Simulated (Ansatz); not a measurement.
Relaxed-ion elastic tensor of Ti in space group P6/mmm (No. 191; Ti on 1a, Ti on 2d) in GPa (Voigt order), LDA (plane waves, PAW; program Ansatz); density 5.02 g/cm³, 15.84 Å³ per atom.

```csv
,1,2,3,4,5,6
1,208,101,66.7,0.0,0.0,0.0
2,101,208,66.7,0.0,0.0,0.0
3,66.7,66.7,264,0.0,0.0,0.0
4,0.0,0.0,0.0,52.2,0.0,0.0
5,0.0,0.0,0.0,0.0,52.2,0.0
6,0.0,0.0,0.0,0.0,0.0,53.5
```

Problem. Is the crystal mechanically stable?

Solution. Yes: the smallest eigenvalue of C is 52.2 GPa.

Problem. Work out the Voigt, Reuss and Hill averages.

Solution. K_V = 128, K_R = 128, K_H = 128; G_V = 61.3, G_R = 58.0, G_H = 59.6 GPa.

Problem. Give Young's modulus, Poisson's ratio, Pugh's ratio and the universal anisotropy index.

Solution. E = 9KG/(3K + G) = 155 GPa; ν = 0.30; K/G = 2.14 (ductile by the Pugh limit of 1.75); A_U = 5G_V/G_R + K_V/K_R − 6 = 0.29.

Problem. Estimate the sound speeds and the Debye temperature.

Solution. v_l = √((K + 4G/3)/ρ) = 6430 m/s, v_t = √(G/ρ) = 3450 m/s, mean 3850 m/s; Θ = (h/k)(3n/4πV)^(1/3) v_m = 456 K.

Problem. Solve the Christoffel equation for the three sound speeds along x, y, z.

Solution. Eigenvalues of C_ijkl n_j n_l equal ρv². In km/s, slowest first: x 3.23, 3.27, 6.45; y 3.23, 3.27, 6.45; z 3.23, 3.23, 7.25.

Problem. How much does each axis shrink under pressure?

Solution. Linear compressibilities β_i = Σ_j S_ij (j = 1 to 3): x 2.7, y 2.7, z 2.4 per TPa.

This is a known high-pressure phase of the composition, computed here at zero pressure and temperature. The cell was relaxed with LDA under the symmetry of its start; of distortions, only those at the zone centre were tested. No spin polarisation was allowed. As this level gives no gap, shear constants depend on the k-mesh and smearing (Fermi–Dirac, 0.1 eV here).

Potentials: the earlier of the program's two PAW sets.
